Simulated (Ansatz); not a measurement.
Here is the system:

MgO:
```
CELL_PARAMETERS angstrom
      3.48422     0.00000     0.00000
     -1.74211     3.01742     0.00000
      0.00000     0.00000     4.18571
ATOMIC_POSITIONS crystal
  Mg 0.66667 0.33333 0.75000
  Mg 0.33333 0.66667 0.25000
  O  0.66667 0.33333 0.25000
  O  0.33333 0.66667 0.75000
```

This is the r²SCAN-relaxed structure.

**Question.** All from plane-wave PAW r²SCAN (Ansatz code), unless another level is named. Predict the band gap.

**Answer.** 4.09 eV (direct).

**Question.** Next, the formation energy from the elements (no fitted shifts)?

**Answer.** -2.89 eV/atom.

**Question.** What about the electron effective mass?

**Answer.** 0.36, 0.36, 0.40 mₑ (principal values).

**Question.** What about the weight of the valence-edge state by species (Voronoi cells)?

**Answer.** O 94 %, Mg 6 %.

Space group P6_3/mmc. The first step of the workflow began from a Materials Project structure, measured or hypothetical; the Crystallography Open Database copy checked does not list it. It is not the phase usual at ambient conditions (space group No. 225). The r²SCAN relaxation kept the symmetry of its start; whether a distortion lowers the energy is not shown. The references are the lowest solids computed at this level, not always the standard phases (solids in place of the gases).

Potentials: the later of the program's two PAW sets.
